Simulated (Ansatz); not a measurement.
Relaxed Be (hcp, Mg type):

```
Be
1.0
    4.52945     0.00000     0.00000
   -1.13236     1.96131     0.00000
    0.00000     0.00000     3.56124
Be
4
Direct
  0.16667   0.66667   0.75000
  0.66667   0.66667   0.75000
  0.33333   0.33333   0.25000
  0.83333   0.33333   0.25000
```

In each cell atom 3 (Be, nearest neighbour Be at 2.209 Å; its periodic images, 2.3 Å or more away, move with it) moves by s·(0.577, 0.577, 0.577) (along Cartesian [111]), the rest being held.

All values below come from PBE (plane waves to 420 eV, PAW, scalar-relativistic; Ansatz, a first-principles code). k mesh 19×19×11 (Γ-centred), Fermi-Dirac smearing 0.05 eV. The energy includes the smearing's −TS. With partly filled bands, energies and forces of such displacements shift with the k mesh and the smearing. Be was relaxed with its symmetry unable to fall. The zero of ΔE is the undisplaced structure. The last digit holds for this mesh only.

| s (Å) | ΔE (meV/cell) |
|---|---|
| -0.440 | 754.0 |
| -0.352 | withheld |
| -0.264 | 270.0 |
| -0.176 | 120.2 |
| -0.088 | 30.3 |
| 0.000 | 0.0 |
| 0.088 | 30.6 |
| 0.176 | 125.8 |
| 0.264 | 291.6 |
| 0.352 | 536.9 |
| 0.440 | 873.5 |

Task: Fit a polynomial form (powers 2, 3, 4) to the given rows and predict ΔE at s = -0.352.

Result: Least squares on the 10 given rows: ΔE = (3919)·s² + (691.8)·s³ + (1462)·s⁴, in meV/cell with s in Å; root-mean-square residual 1.16 meV/cell. At -0.352 the fit gives 477.9 meV/cell; the calculation gives 480.7 meV/cell, so the interpolation is off by -2.8 (-0.6 %). The quadratic term alone would give 485.6 meV/cell.

(For displaced atoms, the force is minus the slope of the energy, and its curvature is a force constant, which sets phonon frequencies.)
